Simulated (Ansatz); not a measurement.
## Zone-centre phonons of P: input and output

All numbers below come from DFT PBE, scalar-relativistic, plane waves, PAW (Ansatz 0.2.0).

Launched with:
```bash
ansatz run input.yaml --threads 1 --pin off --max-ram 3072MiB --backend cpu --events-out ev --progress --plain --runs-dir out
```

Input (bare energies are in eV):
```yaml
crystal:
  lattice:
    - [1.6547966033, -5.6506608853, 0.0]
    - [1.6547966033, 5.6506608853, 0.0]
    - [0.0, 0.0, 4.5647309568]
  atoms:
    - { symbol: P, position: [0.9061111873, 0.0938888127, 0.086536045] }
    - { symbol: P, position: [0.5938888127, 0.4061111873, 0.586536045] }
    - { symbol: P, position: [0.0938888127, 0.9061111873, 0.913463955] }
    - { symbol: P, position: [0.4061111873, 0.5938888127, 0.413463955] }
basis:
  ecutwfc: 420
kpoints:
  mp_grid: { grid: [12, 12, 8] }
hamiltonian:
  xc: pbe
scf:
  occupations: { method: gaussian, width: 0.01 }
output:
  eigenvalues: true
phonons:
  method: dfpt
  eigenvectors: true
```

The end of the output:
```
--- Phonons (Γ-DFPT): 3 representative perturbations + reference, on 320 of 1152 k-points (Σ response iterations 9) ---
  k mesh reduced under 2 symmetry operations, with k and −k counted as one. Each operation leaves every solved displacement unchanged or reverses it
  ASR residual: 1.101e-5 → 0.000e0 eV/Å²; symmetrization residual: 5.095e-7 eV/Å²
  ASR residual per site (eV/Å²): 1.10e-5 1.10e-5 1.10e-5 1.10e-5
  Γ frequencies (cm⁻¹): 0.00 0.00 0.00 125.43 186.56 222.44 340.55 412.00 420.82 421.93 451.33 457.58
  non-analytic LO–TO correction: not included (Born effective charges unavailable; polar crystals: no LO–TO splitting at Γ)
```

It took 4.9 min on 1 thread of Intel(R) Xeon(R) Processor @ 2.50GHz (Skylake/Cascade Lake) (shared host), peak memory 1.5 GiB.

The crystal is built of layers and no dispersion correction was added, so the binding between them is poorly described, and with it their spacing and whatever depends on it.